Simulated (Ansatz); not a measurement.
PbSe: from a starting cell to a relaxed one

The start is a relaxed PbSe cell, doubled along one cell vector, shaken by Gaussian noise of σ = 0.08 Å a coordinate. The structure is fully relaxed (lattice and positions, P = 0) with r2SCAN (plane waves to 500 eV, PAW, scalar-relativistic; Ansatz, a program for electronic structure). The first steps use a coarse 4×7×7 k-mesh.

Starting cell:
```yaml
crystal:
  lattice:
    - [0.00000, 6.17770, 6.17770]
    - [3.08885, 0.00000, 3.08885]
    - [3.08885, 3.08885, 0.00000]
  atoms:
    - { symbol: Pb, position: [0.99204, 0.02715, 0.96945] }
    - { symbol: Pb, position: [0.51626, 0.97970, 0.99454] }
    - { symbol: Se, position: [0.25698, 0.45257, 0.52307] }
    - { symbol: Se, position: [0.73953, 0.50177, 0.51885] }
```

Q: Does it find its way back to the structure it was made from?

A: It relaxes back to the parent, Fm-3m (No. 225).

Q: What band gap does the relaxed structure have at this level?

A: 0.66 eV, direct at L (no spin-orbit coupling).

It ends as:

```cif
data_Pb4Se4
_chemical_formula_sum 'Pb4 Se4'
_space_group_name_H-M_alt 'Fm-3m'
_space_group_IT_number 225
_space_group_name_Hall '-F 4 2 3'
_cell_length_a 6.17761
_cell_length_b 6.17761
_cell_length_c 6.17761
_cell_angle_alpha 90.000
_cell_angle_beta 90.000
_cell_angle_gamma 90.000
loop_
_atom_site_label
_atom_site_type_symbol
_atom_site_symmetry_multiplicity
_atom_site_Wyckoff_symbol
_atom_site_fract_x
_atom_site_fract_y
_atom_site_fract_z
_atom_site_occupancy
Pb1 Pb 4 a 0.00000 0.00000 0.00000 1
Se1 Se 4 b 0.50000 0.50000 0.50000 1
```
(The calculation used a cell of 2 atoms; values per cell refer to that cell.)

Final values are on a 9×9×9 k-mesh of the relaxed cell. No spin polarisation in the result. Spin-orbit coupling is missing; with elements this heavy it can move band edges by tenths of an eV or more.
